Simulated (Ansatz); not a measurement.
Mg2Si (antifluorite type, space group Fm-3m)

```cif
data_Mg8Si4
_chemical_formula_sum 'Si4 Mg8'
_space_group_name_H-M_alt 'Fm-3m'
_space_group_IT_number 225
_space_group_name_Hall '-F 4 2 3'
_cell_length_a 6.36466
_cell_length_b 6.36466
_cell_length_c 6.36466
_cell_angle_alpha 90.000
_cell_angle_beta 90.000
_cell_angle_gamma 90.000
loop_
_atom_site_label
_atom_site_type_symbol
_atom_site_symmetry_multiplicity
_atom_site_Wyckoff_symbol
_atom_site_fract_x
_atom_site_fract_y
_atom_site_fract_z
_atom_site_occupancy
Si1 Si 4 a 0.00000 0.00000 0.00000 1
Mg1 Mg 8 c 0.25000 0.25000 0.25000 1
```
(The calculation used a cell of 3 atoms; values per cell refer to that cell.)

Equation-of-state scan: isotropic scaling of the cell above, V₀ being its volume. Symmetry pins the atoms to their sites.

All values below come from PBE (plane waves to 420 eV, PAW, scalar-relativistic; Ansatz, a quantum-chemistry and plane-wave program). k mesh 9×9×9 (Γ-centred), Fermi-Dirac smearing 0.05 eV. Energies are smeared free energies. Mg2Si was relaxed with its symmetry unable to fall. The zero of ΔE is the relaxed starting cell.

```csv
V (Å³/atom),ΔE (meV/atom)
20.196,14.5
20.454,9.1
20.712,5.0
20.970,2.2
21.228,0.5
21.485,0.0
21.743,0.5
22.001,2.0
22.259,4.4
22.517,7.7
22.775,11.8
```

### Question
What is the fitted pressure derivative B₀′?

### Answer
4.0.

### Question
What bulk modulus B₀ follows from a third-order Birch-Murnaghan fit?

### Answer
54.0 GPa.

(A scan under strain: stresses follow from slopes of the energy per volume, elastic moduli from its curvatures.)
